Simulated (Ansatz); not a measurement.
Here is an unrelaxed guess for Ta₂Bi₂O.

```cif
data_structure
_symmetry_space_group_name_H-M 'P 1'
_symmetry_Int_Tables_number 1
_cell_length_a 4.2615
_cell_length_b 4.2615
_cell_length_c 7.5537
_cell_angle_alpha 90.000
_cell_angle_beta 90.000
_cell_angle_gamma 120.000
_cell_volume 118.80
loop_
_atom_site_label
_atom_site_type_symbol
_atom_site_fract_x
_atom_site_fract_y
_atom_site_fract_z
_atom_site_occupancy
Ta1 Ta 0.33333 0.66667 0.36010 1
Ta2 Ta 0.33333 0.66667 0.63990 1
Bi1 Bi 0.66667 0.33333 0.00000 1
Bi2 Bi 0.00000 0.00000 0.50000 1
O1 O 0.66667 0.33333 0.50000 1
```

Level of theory: DFT PBE, scalar-relativistic, plane waves, PAW in Ansatz 0.2.0. Cutoff 420 eV; k points 6×6×2 on the computed 5-atom cell (Γ-centred); Gaussian smearing, width 0.10 eV; no spin polarisation.

The zero of energy is the elements' standard structures at the same level (O₂ as a molecule); no fitted shifts are applied.

Problem. What does a single point on this coarse mesh give?

Solution. The pressure is 20.0 GPa (the mean over three directions, positive in compression), the largest force is 10.67 eV/Å, and the energy is +1.52 eV/atom against the elements. The shortest distance is 2.11 Å.

Problem. How much does it gain on relaxing, and where does it end?

Solution. Relaxing gains about 0.87 eV/atom (the start's value is from the coarse mesh, so the gain is rough) in 20 ionic steps and ends at +0.65 eV/atom on the finer mesh. The symmetry stays P-6m2 (No. 187). The volume per atom shrinks by 10.8 %, from 23.8 to 21.2 Å³. The shortest distance goes from 2.11 Å (Ta–Ta) to 2.56 Å (Bi–O). The ratio c/a of the conventional cell changes by a factor of 0.79. Conventional cell: a = 4.432 Å, c = 6.230 Å. Ta has 1 Ta at 2.77 Å, 3 Bi at 2.91 Å, 3 O at 2.91 Å, 3 Bi at 3.09 Å and 1 Ta at 3.46 Å; Bi on its first site has 6 Ta at 3.09 Å and 2 O at 3.11 Å; O has 3 Bi at 2.56 Å, 6 Ta at 2.91 Å and 2 Bi at 3.11 Å; 1 more site not described.

The last run used a 12×12×6 mesh (in the run's order of axes) for its 5-atom cell and Gaussian smearing of 0.10 eV. These runs have no spin–orbit coupling, which can matter for Bi and Ta. The relaxation can't lower the symmetry of the start. A structure relaxed within its symmetry needn't be a true minimum. Another cell of Ta2Bi2O relaxed alike, in P4/mmm, lies 0.54 eV/atom lower, so this cell isn't the stable form at this level.
